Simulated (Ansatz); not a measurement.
**A trial form of BaMoC2**

Theory: DFT PBE, scalar-relativistic, plane waves, PAW (Ansatz 0.2.0). Cutoff 420 eV, Gaussian smearing, Γ-centred meshes. Cell and atoms relax first on a coarse mesh and then on a finer one. In between, the cell is made exact in the group found at 0.06 Å. In metals the finer mesh still leaves noise of several meV/atom or more. The steps can't lower the symmetry of their start. No spin polarisation in the relaxation; trial moments died out in a coarse test.

Recipe of this trial structure of BaMoC2: random cell by space group and Wyckoff sites (P4/mmm, No. 123). Lengths were set from tabulated atomic sizes, so they are only a guess.

```
CELL_PARAMETERS angstrom
3.35571 0.00000 0.00000
0.00000 3.35571 0.00000
0.00000 0.00000 7.17706
ATOMIC_POSITIONS crystal
Ba 0.50000 0.50000 0.00000
Mo 0.50000 0.50000 0.50000
C 0.00000 0.50000 0.50000
C 0.50000 0.00000 0.50000
```

The zero of energy is the elements' standard structures at the same level; no fitted shifts are applied.

Question: Describe the relaxed structure.

Answer: The symmetry stays P4/mmm (No. 123). The volume per atom grows by 18.2 %, from 20.2 to 23.9 Å³. The shortest distance goes from 1.68 Å (Mo–C) to 2.06 Å (Mo–C). The ratio c/a of the conventional cell changes by a factor of 0.64. The energy falls by about 1.8 eV/atom (the start's value is from the coarse mesh). Conventional cell: a = 4.125 Å, c = 5.613 Å. Ba is surrounded by 2 Mo at 2.81 Å and 8 C at 3.48 Å; around Mo lie 4 C at 2.06 Å and 2 Ba at 2.81 Å; C has 2 Mo at 2.06 Å.

```xyz
4
Lattice="4.1251 0.0000 0.0000 0.0000 4.1251 0.0000 0.0000 0.0000 5.6132" Properties=species:S:1:pos:R:3 pbc="T T T"
Ba    2.0625    2.0625    0.0000
Mo    2.0625    2.0625    2.8066
C     0.0000    2.0625    2.8066
C     2.0625    0.0000    2.8066
```

Question: Give its energy and gap.

Answer: The formation energy is +1.48 eV/atom and the gap on the 12×12×8 mesh of the 4-atom cell is 0 eV (a metal).

A positive value: parting into the elements would lower its energy.

The last run used Gaussian smearing of 0.10 eV. The reference form of C is held partly by dispersion forces, which this level lacks. Symmetry constrained the relaxation, so the result can be a saddle point. In all, the 3 runs took 2.4 min on 1 thread of Arm Neoverse V2 (shared host).
